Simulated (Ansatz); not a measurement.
## Property card for SiSn

SiSn (CsCl type, Pm-3m), a = b = c = 3.4439 Å, α = β = γ = 90.00°.

Space group Pm-3m (No. 221), CsCl type; conventional cell a = b = c = 3.444 Å, α = β = γ = 90.00°.

Method: PBEsol (plane waves, PAW; program Ansatz). Geometry: relaxed at this level of theory. Other levels are named where they apply.

**Cell and energy**

```json
{
  "volume_per_atom": "20.42 Å³",
  "density": "5.97 g/cm³",
  "Formation energy from the elements (no fitted shifts)": "0.39 eV/atom"
}
```

**Electronic structure**

```json
{
 "electronic_character": "metallic (no gap)",
 "Density of states at the Fermi level": "0.54 states/eV per atom (mean over ±0.08 eV)",
 "Gap with spin–orbit coupling": "none (metallic)"
}
```

**Mechanics**

```json
{
 "Bulk modulus (Birch–Murnaghan fit)": "72.3 GPa",
 "Pressure derivative B′": "5.0",
 "Elastic constants (relaxed ions, GPa)": "C11 = 70.8, C12 = 73.0, C44 = 25.6",
 "mechanical_stability": "unstable (C has a negative eigenvalue)"
}
```

**Phonons**

```json
{
  "highest_zone_centre_frequency": "152 cm⁻¹",
  "zone_centre_stability": "no imaginary mode at Γ"
}
```

A made-up cell: these elements were put on the sites of a structure type; neither database checked (COD, Materials Project) lists it. Whether it is the stable phase at ambient conditions was not checked. The cell was relaxed with PBEsol under the symmetry of its start. As this level gives no gap, shear constants depend on the k-mesh and smearing (Fermi–Dirac, 0.1 eV here). As this level gives no gap, phonon frequencies hold no LO–TO term and depend on the k-mesh and smearing (Fermi–Dirac, 0.1 eV here). The references are the lowest solids computed at this level, not always the standard phases. Spin–orbit coupling is left out wherever it is not named.

Potentials: the earlier of the program's two PAW sets. The files were generated under PBE; for other functionals the program regenerates the frozen cores, and for LDA and PBEsol the local potential too.
